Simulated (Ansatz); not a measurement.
Sb (space group R-3m)

```
Sb
1.0
    2.14673     1.23942     3.65277
   -2.14673     1.23942     3.65277
    0.00000    -2.47883     3.65277
Sb
2
Direct
  0.26390   0.26390   0.26390
  0.73610   0.73610   0.73610
```

All values below come from LDA (plane waves to 420 eV, PAW, scalar-relativistic; Ansatz, a quantum-chemistry and plane-wave program). DFPT wavenumbers on a 14×14×14 k mesh, in cm⁻¹ and rounded to 5; i marks imaginary ones, q is in fractions of the reciprocal vectors of the cell shown, and the three acoustic modes at Γ are left out. The program warned that its band solver left a few bands short of their tolerance. Sb was relaxed with its symmetry unable to fall. Spin-orbit coupling is left out, though Sb is heavy.

Q: Is the structure dynamically stable at Γ, L = (0.5, 0.0, 0.0), F = (0.5, 0.5, 0.0), T = (0.5, 0.5, 0.5)?

A: No imaginary mode at these points (lowest 45 cm⁻¹ at F = (0.5, 0.5, 0.0)); other wave vectors were not tested.

Q: Predict the phonon wavenumbers at Γ, L = (0.5, 0.0, 0.0), F = (0.5, 0.5, 0.0), T = (0.5, 0.5, 0.5).

A: 
```tsv
q	wavenumbers (cm⁻¹)
Γ	90 (×2), 140
L = (0.5, 0.0, 0.0)	80, 90, 95, 140, 145, 155
F = (0.5, 0.5, 0.0)	45, 50, 60, 115, 125, 135
T = (0.5, 0.5, 0.5)	70 (×2), 90, 145 (×2), 165
```
